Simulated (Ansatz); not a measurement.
Relaxed Na (bcc, W type):

```
CELL_PARAMETERS angstrom
     -4.19651     4.19651     4.19651
      0.00000     0.00000     4.19651
      0.00000     4.19651     0.00000
ATOMIC_POSITIONS crystal
  Na 0.00000 0.00000 0.00000
  Na 0.50000 0.00000 0.00000
```

The atoms are displaced by Q × the pattern below (from a DFPT mode at H = (0.5, 0.5, 0.5), largest move 1; Q in Å), at fixed cell. It is one choice among 3 degenerate patterns. (q is in reciprocal vectors of the primitive cell; the cell shown is doubled to hold the pattern.)

```
atom      x      y       z
----  -----  -----  ------
Na1   0.000  0.000  -1.000
Na2   0.000  0.000   1.000
```

The numbers are results of PBE (plane waves to 420 eV, PAW, scalar-relativistic; Ansatz, a quantum-chemistry and plane-wave program), not measurements. k mesh 16×16×16 (Γ-centred), Fermi-Dirac smearing 0.05 eV. The energy includes the smearing's −TS. With partly filled bands, energies and forces of such displacements shift with the k mesh and the smearing. Na was relaxed with its symmetry unable to fall. The zero of ΔE is the undisplaced structure.

The scan covers Q from -0.280 to 0.280 Å in 13 points.

Question: Which space group does the distorted structure have?

Answer: P4/nmm (No. 129), lowered from Im-3m.

Question: What is the energy change at Q = 0.280 Å?

Answer: 97 meV/cell.

Question: What harmonic wavenumber does the curvature at Q = 0 give?

Answer: 124 cm⁻¹.

(A displaced cell: forces are minus the slopes of the energy, force constants its curvatures, and phonons follow from these.)
